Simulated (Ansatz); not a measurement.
The start is a relaxed Co cell with every coordinate shifted by Gaussian noise of σ = 0.3 Å. The cell and all atomic positions are relaxed at zero pressure with PBEsol (plane waves to 420 eV, PAW, scalar-relativistic; Ansatz, a quantum-chemistry and plane-wave program). The first steps use a coarse 15×15×8 k-mesh.

The start:
```
CELL_PARAMETERS angstrom
      2.45727     0.00000     0.00000
     -1.22864     2.12806     0.00000
      0.00000     0.00000     3.96861
ATOMIC_POSITIONS crystal
  Co 0.48574 0.85428 0.71208
  Co 0.56504 0.36275 0.32048
```
Spin-polarised start, with parallel moments on Co.

### Question
Does it find its way back to the structure it was made from?

### Answer
It returns to the parent structure, P6₃/mmc (No. 194).

### Question
How do the shortest distances between atoms change?

### Answer
The closest pairs of elements (up to four, under 3.6 Å), start → end: Co–Co 1.94 → 2.44 Å.

### Question
What band gap does the relaxed structure have at this level?

### Answer
No gap (metallic).

### Question
What magnetic moments remain?

### Answer
Net 1.58 μB/atom, ferromagnetic.

It ends as:

Space group P6₃/mmc (No. 194); a = 2.457 Å, b = 2.457 Å, c = 3.969 Å, α = 90.00°, β = 90.00°, γ = 120.00°

```
atom  site  symmetry       x       y       z
----  ----  --------  ------  ------  ------
Co      2d      -6m2  0.6667  0.3333  0.2500
```

Final values are on a 22×22×12 k-mesh of the relaxed cell. Spin state reached: ferromagnetic (net 1.58 μB/atom), from parallel starting moments; other spin orders were not run from this start.

The run could not lose the symmetry of its start.
